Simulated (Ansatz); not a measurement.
**RbCdI₃ (cubic perovskite) under strain**

RbCdI₃ built on the cubic perovskite prototype, relaxed with r2SCAN in the plane-wave code Ansatz. The symmetry is Pm-3m (No. 221, cubic); conventional cell a = 5.951 Å, 42.15 Å³ an atom. Rb is surrounded by 12 I at 4.21 Å; Cd is surrounded by 6 I at 2.98 Å; I is surrounded by 2 Cd at 2.98 Å and 4 Rb at 4.21 Å.

The axes x, y and z are those of this cell:
```
CELL_PARAMETERS angstrom
5.95092 0.00000 0.00000
0.00000 5.95092 0.00000
0.00000 0.00000 5.95092
ATOMIC_POSITIONS crystal
Rb 0.00000 0.00000 0.00000
Cd 0.50000 0.50000 0.50000
I 0.50000 0.50000 0.00000
I 0.50000 0.00000 0.50000
I 0.00000 0.50000 0.50000
```

Unstrained: The HSE06 gap is indirect, 0.587 eV (R to Γ), below the direct gap of 1.046 eV at Γ. Meshes: HSE06 4×4×4. Strains are changes of length per length. After each strain the atoms were relaxed again with r2SCAN within the symmetry that the strain leaves, so tilts or polar shifts that break it weren't tested; points keep the names that they have in the unstrained zone. No spin polarisation and no zero-point or thermal motion; the cell was built from a prototype and may be hypothetical.

Changes of the least gap in eV (an overlap counts as a negative gap):
```csv
strain,volume change (%),space group,HSE06
isotropic -5.0 % on every length,-14.3,Pm-3m,+0.097
```

Isotropic -5.0 % on every length. HSE06: the gap goes from 0.587 to 0.684 eV (+0.097 eV). For HSE06, dE_g/d ln V = -0.6 eV over this step.

Spin-orbit coupling is left out, which matters wherever the heavy atoms make up the band edges.

The meshes of the hybrids are coarse, so their gaps aren't converged to the digits shown.
